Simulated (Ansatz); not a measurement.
**Relaxing a structure of ZrO2**

The start is a relaxed ZrO2 cell, doubled along one cell vector, shaken by Gaussian noise of σ = 0.08 Å a coordinate. The structure is fully relaxed (lattice and positions, P = 0) with PBE (plane waves to 420 eV, PAW, scalar-relativistic; Ansatz, a quantum-chemistry and plane-wave program). The first steps use a coarse 3×5×5 k-mesh.

Initial structure:
```
ZrO2
1.0
    9.13645     0.00000     0.00000
    0.00000     4.56823     0.00000
    0.00000     0.00000     4.56823
O Zr
8 4
Direct
  0.38537   0.72402   0.73924
  0.87382   0.76669   0.73241
  0.12652   0.24835   0.75815
  0.63591   0.25249   0.74057
  0.36012   0.23667   0.24755
  0.85958   0.22204   0.25633
  0.12397   0.74382   0.25555
  0.61221   0.74048   0.28358
  0.99148   0.00110   0.99896
  0.50800   0.97054   0.98498
  0.23833   0.47523   0.48731
  0.74259   0.49631   0.50514
```

Task: By how much does the energy per atom fall from start to end?

Result: 80 meV/atom.

Task: Is the parent structure recovered?

Result: It returns to the parent structure, Pn-3m (No. 224).

Task: How do the shortest distances between atoms change?

Result: The closest pairs of elements (up to four, under 3.6 Å), start → end: O–Zr 1.83 → 1.98 Å; O–O 2.94 → 3.23 Å.

Task: What band gap does the relaxed structure have at this level?

Result: 4.01 eV, direct at Γ (no spin-orbit coupling).

Final structure:

```cif
data_O4Zr2
_chemical_formula_sum 'O4 Zr2'
_space_group_name_H-M_alt 'Pn-3m :1'
_space_group_IT_number 224
_space_group_name_Hall 'P 4n 2 3 -1n'
_cell_length_a 4.56823
_cell_length_b 4.56823
_cell_length_c 4.56823
_cell_angle_alpha 90.000
_cell_angle_beta 90.000
_cell_angle_gamma 90.000
loop_
_atom_site_label
_atom_site_type_symbol
_atom_site_symmetry_multiplicity
_atom_site_Wyckoff_symbol
_atom_site_fract_x
_atom_site_fract_y
_atom_site_fract_z
_atom_site_occupancy
O1 O 4 c 0.75000 0.75000 0.75000 1
Zr1 Zr 2 a 0.00000 0.00000 0.00000 1
```

Final values are on a 7×7×7 k-mesh of the relaxed cell. No spin polarisation in the result.

The relaxed structure here is a generated cell of ZrO2: the first start was made by a random draw of sites in a space group, and the end was not matched to a known phase here, so it may be hypothetical. Known forms of ZrO2 include space group No. 14, 137, 225.
